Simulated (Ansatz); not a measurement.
## Bi2Se3: Field gradients at the nuclei

The cell is a structure deposited in the COD whose atoms were relaxed with PBE, the cell held.

```
Bi Se
1.0
     2.07150    1.19598    9.54533
    -2.07150    1.19598    9.54533
     0.00000   -2.39196    9.54533
Bi Se
2 3
Direct
  0.40061 0.40061 0.40061
  0.59939 0.59939 0.59939
  0.00000 0.00000 0.00000
  0.21115 0.21115 0.21115
  0.78885 0.78885 0.78885
```

Atoms are numbered from 1 in the order listed; like atoms form one site, named after its first atom.

Computed with Ansatz: DFT, PBE, plane waves and PAW, with spin–orbit coupling, 420 eV cutoff, Γ-centred 9×9×9 k-points, Fermi–Dirac smearing 0.02 eV.

V_zz is the principal component of the electric field gradient with the largest magnitude, η = (V_xx − V_yy)/V_zz and C_Q = eQV_zz/h. Directions are in the Cartesian axes of the cell vectors above, for the atom listed; none is given where the gradient is under 0.02 or η is above 0.95.

```
site  first atom          first shell  V_zz (10²¹ V/m²)     η  direction of V_zz (x, y, z)
  Bi           1  6 Se at 2.86–3.07 Å             -0.21  0.00               0.00 0.00 1.00
 Se3           3       6 Bi at 3.07 Å              7.91  0.00               0.00 0.00 1.00
 Se4           4       3 Bi at 2.86 Å              0.13  0.00               0.00 0.00 1.00
```

An axis of threefold or higher order runs through Bi, Se3 and Se4, so V_zz lies along it and η is zero.

With a gap of 0.3 eV on this mesh, small gradients can still move by 0.1 × 10²¹ V/m² or more as the k-mesh gets denser.
